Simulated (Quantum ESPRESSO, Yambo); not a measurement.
A free-standing SnS₂ monolayer (symmetry P-3m1, slab cell 15.9 Å high) under biaxial strain (in the plane), counted from the cell relaxed with PBEsol, atoms relaxed at each step. PBE (stringent potentials; Quantum ESPRESSO, PseudoDojo norm-conserving, 102 Ry, without SOC); G0W0 in Yambo (6×6×1 Γ-centred k mesh, bands 5 to 125 and a 8 Ry block in the screening, 125 bands in G with the Bruneval-Gonze terminator, plasmon pole fitted at 27.2 eV, slab-truncated Coulomb interaction, stochastic integration of W near q = 0).

```
strain s (%)  PBE direct gap at M (eV)  G0W0 direct gap at M (eV)
------------  ------------------------  -------------------------
-3                               1.886                      3.494
-1.5                             1.886                      3.493
0                                    ?                          ?
+1.5                             1.866                      3.466
+3                               1.850                      3.429
```

Problem. Fit a parabola in s to each column by least squares and predict the withheld row.

Solution. PBE: E = 1.879 − 0.0061 s − 0.0012 s² (largest residual 1 meV), giving 1.879 eV at s = +0; the run gave 1.879 eV, a miss of 0 meV. G0W0: E = 3.486 − 0.0105 s − 0.0027 s² (largest residual 2 meV), giving 3.486 eV at s = +0; the run gave 3.484 eV, a miss of 2 meV. The GW settings are held fixed; their convergence isn't established. The screening block changes size along the series (417 vectors at -3 %, 441 vectors at -1.5 %, 501 vectors at +0 %, 525 vectors at +1.5 %, 525 vectors at +3 %), which puts steps into the G0W0 values. Spin-orbit splittings are left out.
